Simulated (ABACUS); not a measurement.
Band structure of PbSe (Fm-3m, 2 atoms in the cell; from Materials Project mp-2201).

```yaml
crystal:
  lattice:
    - [0.00000, 3.09083, 3.09083]
    - [3.09083, 0.00000, 3.09083]
    - [3.09083, 3.09083, 0.00000]
  atoms:
    - { symbol: Pb, position: [0.00000, 0.00000, 0.00000] }
    - { symbol: Se, position: [0.50000, 0.50000, 0.50000] }
```

Method: PBE, PseudoDojo 0.5 standard norm-conserving PBE (tails mended) pseudopotentials (plane waves; ABACUS).

Settings: KPT = Gamma 6 6 6 0 0 0; basis_type = pw; ecutwfc = 86 Ry; smearing_method = fd; smearing_sigma = 0.000734986 Ry; potentials = PseudoDojo 0.5 standard norm-conserving PBE (tails mended); symmetry = 1; symmetry_prec = 1e-05; nbands = 27; ks_solver = dav_subspace; scf_nmax = 100; scf_thr = 1.0e-09 Ry; mixing_type = broyden.

Spin-orbit coupling is left out, which matters for bands and gaps with elements this heavy. The structure comes from a collection of computed structures, made at another level of theory; the collection holds predicted forms beside known ones.

Task: Predict the gap along the standard path and the places of the band edges.

Result: The gap along the path is 0.39 eV, direct at L to within 0.01 eV.

Points are given in units of this cell's reciprocal vectors. Levels in eV from the top of the valence band on the SCF mesh, bands 12 to 19:
```
point                    12     13     14     15    16    17    18    19
--------------------  -----  -----  -----  -----  ----  ----  ----  ----
Γ (0 0 0)             -6.33  -1.72  -1.72  -1.72  4.66  4.66  4.66  6.62
X (0.5 0 0.5)         -7.31  -4.71  -3.03  -3.03  3.85  5.51  5.51  5.94
W (0.5 0.25 0.75)     -7.89  -3.99  -3.99  -0.71  1.93  4.95  4.95  7.70
K (0.375 0.375 0.75)  -7.91  -4.32  -2.54  -2.25  3.40  3.99  5.38  5.89
L (0.5 0.5 0.5)       -8.62  -1.33  -1.33   0.00  0.39  1.78  1.78  8.54
U (0.625 0.25 0.625)  -7.91  -4.32  -2.54  -2.25  3.40  3.99  5.38  5.89
```

“Tails mended”: in these copies of the files the far tail of each local potential was reset to the Coulomb form.
